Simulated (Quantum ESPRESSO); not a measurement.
# Moving one atom in Ga2AlInP4

Calculated results; nothing here was measured. They come from pw.x of Quantum ESPRESSO 7.5, a plane-wave density functional program, with PseudoDojo standard norm-conserving files (v0.5 for PBE, v0.4.1 for LDA and PBEsol). The cells are made up: elements, strain and atom displacements were drawn at random, and nothing was relaxed. There is no spin polarisation, spin-orbit coupling or dispersion term.

The cell has 8 sites of a zincblende or diamond lattice. Sites 1 to 4 hold Ga Al Ga In; sites 5 to 8 hold P P P P. Cell vectors in Å: (5.530, 0.000, 0.000); (0.000, 5.530, 0.000); (0.000, 0.000, 5.530). Settings: PBE, cutoff 1088 eV, 4 x 4 x 4 k mesh shifted by half a step, Fermi-Dirac smearing of 0.025 eV.

Each run shifts the In atom on site 4 along x and leaves all else fixed. Site 5 is one of its nearest neighbours. E is the free energy of the cell above the lowest run shown.

```
run,shift (Å),Fx on site 4 (eV/Å),Fx on site 5 (eV/Å),P (GPa),E (meV)
1,-0.0787,3.195,-1.400,5.95,331.6
2,-0.0538,2.849,-1.297,5.82,256.4
4,-0.0317,2.539,-1.206,5.71,196.8
5,0.0492,1.386,-0.880,5.42,38.0
6,0.0714,1.067,-0.793,5.36,10.8
7,0.0823,0.911,-0.751,5.34,0.0
3,-0.0444,?,?,?,?
```

A rerun of one of these cells at 1377 eV and k mesh 6 x 6 x 6 moved values by no more than 0.008 eV in the cell's energy, 0.02 GPa in stress and 0.002 eV/Å in force.

## Worked fit

A parabola through the six runs shown gives Fx on site 4 = 2.090 - 14.19 u - 1.8 u² eV/Å, with u in Å and a scatter of 0.002 eV/Å. Minus the slope, 14.19 ± 0.05 eV/Å², is this atom's force constant along x at u = 0, with its periodic images moving too. The fitted force does not vanish within the range. The error is the larger of the fit's own and the change that a cubic makes, rounded up.

## Withheld run

Question: what Fx on site 4 should run 3 give?

The fit gives 2.716 eV/Å. The calculation gave 2.717 eV/Å.

```
run  shift (Å)  Fx on site 4 (eV/Å)  Fx on site 5 (eV/Å)  P (GPa)  E (meV)
  3    -0.0444                2.717               -1.258     5.77    230.2
```